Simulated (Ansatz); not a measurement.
**Two inputs for Zr₅Pt₃**

Cell: a computed structure from the Materials Project (it need not be an observed phase).

```
Zr Pt
1.0
     7.16769   -4.14659    0.00000
     7.16769    4.14659    0.00000
     0.00000    0.00000    5.43719
Zr Pt
10 6
Direct
  0.66663 0.66663 0.00000
  0.33337 0.33337 0.00000
  0.33337 0.33337 0.50000
  0.66663 0.66663 0.50000
  0.24516 0.75484 0.75000
  0.99986 0.24533 0.75000
  0.75467 0.00014 0.75000
  0.75484 0.24516 0.25000
  0.00014 0.75467 0.25000
  0.24533 0.99986 0.25000
  0.60719 0.39281 0.75000
  0.00023 0.60680 0.75000
  0.39320 0.99977 0.75000
  0.39281 0.60719 0.25000
  0.99977 0.39320 0.25000
  0.60680 0.00023 0.25000
```

Sites (sets of like atoms) are named by element and the number of their first atom in this list.

Reference run. Computed with Ansatz: DFT, PBE, plane waves and PAW, scalar-relativistic, 420 eV cutoff, Γ-centred 5×5×6 k-points, Fermi–Dirac smearing 0.05 eV.

(1) The input is changed as follows: `hamiltonian.xc`: pbe → rpbe. What happens to V_zz (10²¹ V/m²) and η?

Results:

(1) 

```tsv
site	atom	V_zz reference	η reference	V_zz changed	η changed
Zr1	1	12.46	0.01	12.66	0.01
Zr5	5	-6.46	0.05	-6.40	0.06
Zr6	6	-6.37	0.05	-6.32	0.06
Pt11	11	8.10	0.82	8.17	0.79
Pt12	12	8.11	0.88	8.19	0.84
```

The largest change of V_zz is on Zr1, from 12.46 to 12.66. In per cent, |V_zz| changes by -1 to +2 on Zr, +1 on Pt (all sites that start above 2). SCF iterations: 7 and 7.

On the reference run: The run finds no gap above 0.1 eV (a metal, or nearly one), so the gradients can move by 10 % or more with the k-mesh. Spin–orbit coupling is left out, which shifts gradients on Pt by a few per cent in wide-gap crystals, and can shift them far more where the calculated gap is small or absent, as here.
